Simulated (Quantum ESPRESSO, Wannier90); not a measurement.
**Wannierisation of InP (zinc blende)**

```yaml
crystal:
  lattice:
    - [0.00000, 2.95198, 2.95198]
    - [2.95198, 0.00000, 2.95198]
    - [2.95198, 2.95198, 0.00000]
  atoms:
    - { symbol: In, position: [0.00000, 0.00000, 0.00000] }
    - { symbol: P, position: [0.75000, 0.75000, 0.75000] }
```

Structure: Materials Project mp-20351, symmetrised, not relaxed again. COD (Crystallography Open Database) has an entry of this formula and space group (matched by these alone). Level: PBEsol, spinors with spin-orbit coupling; pw.x of Quantum ESPRESSO at 56 Ry with PseudoDojo potentials, 8×8×8 k-points, Wannier90. Density: 10×10×10 mesh, Gaussian smearing 0.01 Ry.

Valence charges of the files: In 13, P 5. 40 bands were computed.

Isolated groups of bands, relative to the valence-band maximum (bands from 19 on overlap up to the last one computed):

| bands | from (eV) | to (eV) | filling | weight on atomic waves |
|---|---|---|---|---|
| 1–4 | -14.72 | -14.59 | filled | In 4d 98 % |
| 5–10 | -13.95 | -13.71 | filled | In 4d 98 % |
| 11–12 | -11.43 | -9.04 | filled | P 3s 58 %, In 5p 23 %, In 5s 12 % |
| 13–18 | -5.75 | 0.00 | filled | P 3p 62 %, In 5p 21 %, In 5s 13 % |

Wanted is a model with the orbitals In s p, P s p, without the filled groups that are mainly made of other shells (semicore states, and anion s where it isn't named); all higher bands stay in for disentanglement.

Task: Give num_wann, exclude_bands and num_bands, and the number of electrons that the model holds.

Result: Electrons: 1×13 + 1×5 = 18, which fill 18 bands.
num_wann = 2 × (1×4 + 1×4) = 16.
exclude_bands = 1-10, 10 bands, so num_bands = 40 − 10 = 30.
The model holds 18 − 1×10 = 8 electrons. With the window frozen to 1.96 eV it follows pw.x to 5.1 meV rms (states up to 1.5 eV relative to the valence-band maximum).
